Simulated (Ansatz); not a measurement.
SnSe (rock salt, Fm-3m), r²SCAN in the plane-wave PAW code Ansatz, all energies at zero smearing, with the estimated change up to a 700 eV cutoff added, with one set of potentials and settings (totals compare only within such a set). Cell of 2 atoms (1 Sn, 1 Se): -11517.585 eV.

```tsv
element	reference phase	E (eV/atom)
Sn	Fd-3m, 2 atoms in the cell	-6038.6401
Se	P3_121, 3 atoms in the cell	-5478.1269
```

Formation energy per atom, worked out: (-11517.585 − 1×(-6038.6401) − 1×(-5478.1269))/2 = -0.409 eV/atom (-39 kJ per mol of atoms), at 0 K, without zero-point energy or fitted corrections.

The workflow started from a Materials Project entry (that database holds measured and hypothetical structures alike); the Crystallography Open Database files this formula in space group No. 225, but the cells were not matched. It is not the phase usual at ambient conditions (space group No. 62). The cell was relaxed with r²SCAN under the symmetry of its start; its stability against distortions is not shown here. The references are the lowest solids computed at this level, not always the standard phases. Scalar-relativistic: spin–orbit coupling is off unless named, which matters more the heavier the elements.

Potentials: the later of the program's two PAW sets.
